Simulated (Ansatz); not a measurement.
BeS (NiAs type, P6_3/mmc) is relaxed with r²SCAN in the plane-wave PAW code Ansatz. What lattice parameters of the conventional cell result?

a = 3.300 Å, c = 5.256 Å.

Is it a metal or does it have a gap at this level?

A gap of 1.81 eV, indirect.

This is a known high-pressure phase of the composition, computed here at zero pressure and temperature. The r²SCAN relaxation kept the symmetry of its start; whether a distortion lowers the energy is not shown.

Potentials: the later of the program's two PAW sets.
